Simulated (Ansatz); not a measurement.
MgCoGe:
```yaml
crystal:
  lattice:
    - [3.85582, 0.00000, 0.00000]
    - [0.00000, 3.85582, 0.00000]
    - [0.00000, 0.00000, 6.12023]
  atoms:
    - { symbol: Mg, position: [0.00000, 0.50000, 0.31876] }
    - { symbol: Mg, position: [0.50000, 0.00000, 0.68124] }
    - { symbol: Co, position: [0.00000, 0.00000, 0.00000] }
    - { symbol: Co, position: [0.50000, 0.50000, 0.00000] }
    - { symbol: Ge, position: [0.00000, 0.50000, 0.77587] }
    - { symbol: Ge, position: [0.50000, 0.00000, 0.22413] }
```

Relaxed with r²SCAN. Special points in fractions of this cell's reciprocal vectors: Γ (0.000, 0.000, 0.000); X (0.000, 0.500, 0.000); M (0.500, 0.500, 0.000); Z (0.000, 0.000, 0.500); R (0.000, 0.500, 0.500); A (0.500, 0.500, 0.500).

Question: List the band energies nearest the Fermi level at these points for plane-wave PAW r²SCAN (Ansatz code).

Answer: In eV from the Fermi level; about four levels below and three above (degenerate sets whole), none deeper than 8.9 eV; points with the same levels are listed once.

```tsv
k	below	above
Γ	-1.47 -0.80 -0.75 -0.75	0.10 1.53 3.43 3.43
X	-1.26 -1.26 -0.37 -0.37	1.97 1.97 4.74 4.74
M	-1.37 -1.37 -0.96 -0.96	0.13 0.13 2.59 2.59
Z	-0.80 -0.58 -0.58 -0.41	0.10 2.01 2.01
R	-1.77 -1.77 -1.47 -1.47	1.29 1.29 2.18 2.18
A	-1.54 -1.54 -0.96 -0.96	0.53 0.53 4.56 4.56
```

Space group P4/nmm. The first step of the workflow began from a Materials Project structure, measured or hypothetical; the Crystallography Open Database copy checked does not list it. Its standing as an ambient phase is unchecked. The r²SCAN relaxation kept the symmetry of its start; whether a distortion lowers the energy is not shown. The run is not spin-polarised. Spin–orbit coupling is left out wherever it is not named.

Potentials: the earlier of the program's two PAW sets.
